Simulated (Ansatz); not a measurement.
## 5 guesses for GaBiSe₄ and where they end

Method: Ansatz 0.2.0, DFT PBE, scalar-relativistic, plane waves, PAW. All cells share a 420 eV cutoff and Γ-centred k meshes spaced at most about 0.3 Å⁻¹ (about 0.25 or finer for metals, 2π included). No spin polarisation in the final relaxations.

Each guess was relaxed in cell and atoms at zero pressure, within the symmetry of its start. These are static total energies at zero pressure. Coordination counts Se atoms around Bi and Ga (those within 1.25 times the shortest such distance or 1.15 times the sum of covalent radii; a plus sign parts nearer from farther groups; the shortest distance is added where it is long for a bond).

| guess | made from | start group | V start (Å³/atom) | end group | V end (Å³/atom) | coordination at the end | gap on mesh (eV) | E over the lowest end (meV/atom) |
| --- | --- | --- | --- | --- | --- | --- | --- | --- |
| 1 | HoCdCu4 type | F-43m | 25.7 | F-43m | 23.9 | Ga 12 from 3.4 Å, Bi 12 from 3.4 Å | 0 | 391 |
| 2 | TiVB4 type | P6/mmm | 22.5 | P6/mmm | 25.0 | Ga 12 from 3.4 Å, Bi 12 from 3.3 Å | 0 | 180 |
| 3 | DyYC4 type | Cmmm | 22.6 | Cmmm | 27.6 | Ga 8 from 3.1 Å, Bi 8 | 0 | 0 |
| 4 | random cell | P4/mmm | 29.2 | P4/mmm | 28.7 | Ga 2+4, Bi 6 | 0 | 132 |
| 5 | random cell | P4/mmm | 26.7 | ? | ? | ? | ? | ? |

Guess 5 as it starts:

Space group P4/mmm (No. 123). a = 5.226 Å, b = 5.226 Å, c = 5.876 Å, α = 90.00°, β = 90.00°, γ = 90.00°
| atom | site | symmetry | x | y | z |
| --- | --- | --- | --- | --- | --- |
| Ga | 1a | 4/mmm | 0.0000 | 0.0000 | 0.0000 |
| Bi | 1d | 4/mmm | 0.5000 | 0.5000 | 0.5000 |
| Se | 2e | mmm. | 0.0000 | 0.5000 | 0.5000 |
| Se | 1b | 4/mmm | 0.0000 | 0.0000 | 0.5000 |
| Se | 1c | 4/mmm | 0.5000 | 0.5000 | 0.0000 |

Problem. Fill in the missing row: what does this guess relax into, and where does it rank?

Solution. It ends in space group P4/mmm (No. 123), with a = 5.669 Å, c = 5.682 Å, 30.4 Å³/atom and no gap. It lies 79 meV/atom over the lowest end, above guess 3 and below guess 4. Counting Se atoms around Bi and Ga, this end has Ga 2, Bi 6 and the lowest (guess 3) has Ga 8 from 3.1 Å, Bi 8. The lowest (guess 3) holds Se–Se pairs (shortest 2.42 Å); in this end the shortest Se–Se distance is 2.83 Å, near bonding range too.

```
Ga Bi Se
1.0
     5.66878    0.00000    0.00000
     0.00000    5.66878    0.00000
     0.00000    0.00000    5.68228
Ga Bi Se
1 1 4
Direct
  0.00000 0.00000 0.00000
  0.50000 0.50000 0.50000
  0.00000 0.50000 0.50000
  0.50000 0.00000 0.50000
  0.00000 0.00000 0.50000
  0.50000 0.50000 0.00000
```

Energies over the elements count from the elements' standard structures at the same level, with no fitted energy shifts.

Problem. Is the lowest end bound against the elements?

Solution. No: its formation energy is +0.04 eV/atom. The separate elements lie lower, so it is unstable against them.

Weakly bound directions are ill-defined at this level, which has no dispersion term (Cmmm), and this can change margins and order among such cells. Spin–orbit coupling, which can matter for Bi, is left out. The reference form of Se is held partly by dispersion forces, which this level lacks. Cells relaxed within their symmetry can be saddle points. A lower structure may well exist outside this small set. Some candidate types were left out of the draw beforehand, so a known form may be missing.
